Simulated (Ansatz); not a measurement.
In₂TeO₂:
```xyz
5
Lattice="3.7425 0.0000 0.0000 -1.8712 3.2411 0.0000 0.0000 0.0000 7.1871" Properties=species:S:1:pos:R:3 pbc="T T T"
In     1.8712     1.0804     5.8084
In     0.0000     2.1607     1.3786
Te     0.0000     0.0000     3.5935
O      1.8712     1.0804     0.8567
O      0.0000     2.1607     6.3304
```

Relaxed with PBEsol. Special points in fractions of this cell's reciprocal vectors: Γ (0.000, 0.000, 0.000); M (0.500, 0.000, 0.000); K (0.333, 0.333, 0.000); A (0.000, 0.000, 0.500); L (0.500, 0.000, 0.500); H (0.333, 0.333, 0.500).

**Question.** List the band energies nearest the Fermi level at these points for PBEsol with spin–orbit coupling (plane waves, PAW; program Ansatz).

**Answer.** In eV from the Fermi level; about four levels below and three above (degenerate sets whole), none deeper than 8.9 eV; points with the same levels are listed once.

```csv
k,below,above
Γ,-2.47 -2.47 -1.90 -1.90,0.21 0.21 0.94 0.94
M,-0.59 -0.59 -0.49 -0.49,2.42 2.42 3.58 3.58
K,-2.35 -2.35 -1.41 -1.41,1.35 1.35 1.40 1.40
A,-3.21 -3.21 -3.21 -3.21,0.15 0.15 0.75 0.75
L,-0.57 -0.57 -0.20 -0.20,2.25 2.25 3.29 3.29
H,-3.49 -3.49 -1.66 -1.66,1.34 1.34 1.39 1.39
```

Space group P-3m1. The start of the workflow was typed in or built on a structure type; neither database checked (COD, Materials Project) lists it. Whether it is the stable phase at ambient conditions was not checked. Symmetry was held in the PBEsol relaxation; its stability against distortions is not shown here.

Potentials: the later of the program's two PAW sets.
